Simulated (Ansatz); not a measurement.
## Notes on ZrB2

```
Zr B
1.0
     3.20788    0.00000    0.00000
    -1.60394    2.77810    0.00000
     0.00000    0.00000    3.57522
Zr B
1 2
Direct
  0.00000 0.00000 0.00000
  0.33330 0.66670 0.50000
  0.66660 0.33330 0.50000
```

Method: PBE, no spin polarisation; PAW, plane waves to 420 eV, 12×12×9 Γ-centred mesh, gaussian occupations (width 0.1339 eV) (Ansatz 0.2.0), atoms fixed.

Q: Are the atoms at rest?

A: The forces vanish by the symmetry of the sites.

Q: Is it stable against the elements?

A: -1.01 eV an atom against the elements' usual phases (free molecules for gases, crystals otherwise, with no correction for O₂ or N₂), so it is bound against them; other compounds may still compete. Relaxing would lower it.

Q: How is the charge shared?

A: Bader charges in e: Zr +1.57, B -0.78. In the mean Zr gives up most and B takes most.

Q: Is the cell too large or too small?

A: The pressure is -7.3 GPa (compression positive), so with the atoms held at these fractions the cell would first shrink. The principal stresses -7.8, -7.8, -6.2 GPa differ, so its shape would change too.

Q: Is there a gap?

A: It is a metal, with about 0.18 states/eV a cell as the mean within 0.25 eV of the Fermi level, mostly Zr d (73 %) and B p (24 %).

Origin: a database entry at a rescaled volume.
